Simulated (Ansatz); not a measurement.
The cell below belongs to a search over invented structures; it isn't taken from experiment.

Input and command of a plane-wave DFT calculation in Ansatz:

```yaml
crystal:
  lattice:
    - [5.82213843, 0.0, 0.0]
    - [-2.91106921, 5.04211978, 0.0]
    - [0.0, 0.0, 4.08929276]
  atoms:
    - { symbol: Si, position: [0.0, 0.0, 0.88881302] }
    - { symbol: Sn, position: [0.66666667, 0.33333333, 0.96313798] }
    - { symbol: Sn, position: [0.33333333, 0.66666667, 0.96313798] }
    - { symbol: Ge, position: [0.5, 0.5, 0.45951599] }
    - { symbol: Ge, position: [0.5, 0.0, 0.45951599] }
    - { symbol: Ge, position: [0.0, 0.5, 0.45951599] }
basis:
  ecutwfc: 420
kpoints:
  mp_grid: { grid: [3, 3, 4] }
hamiltonian:
  xc: pbe
scf:
  occupations: { method: gaussian, width: 0.1 }
  lower_state_search: "off"
output:
  forces: true
  stress: true
  eigenvalues: true
relax:
  adjacent_minimum: "off"
  f_tol: 0.04
  max_steps: 70
  cell: { stress_tol: 0.4 }
```

```bash
ansatz run input.yaml --threads 1 --pin off --max-ram 2560MiB --backend cpu --events-out ev --progress --plain --runs-dir out
```

Processor: Intel(R) Xeon(R) Processor @ 2.50GHz (Skylake/Cascade Lake), 1 thread, on a host shared with other jobs.

Task: Estimate time, memory and problem size.

Result: About 3.9 min, peak memory 0.43 GiB. It solves 45 bands at 9 k points (after reduction by symmetry) with about 2869 plane waves (on the last cell), in 142 SCF iterations over 22 ionic steps.
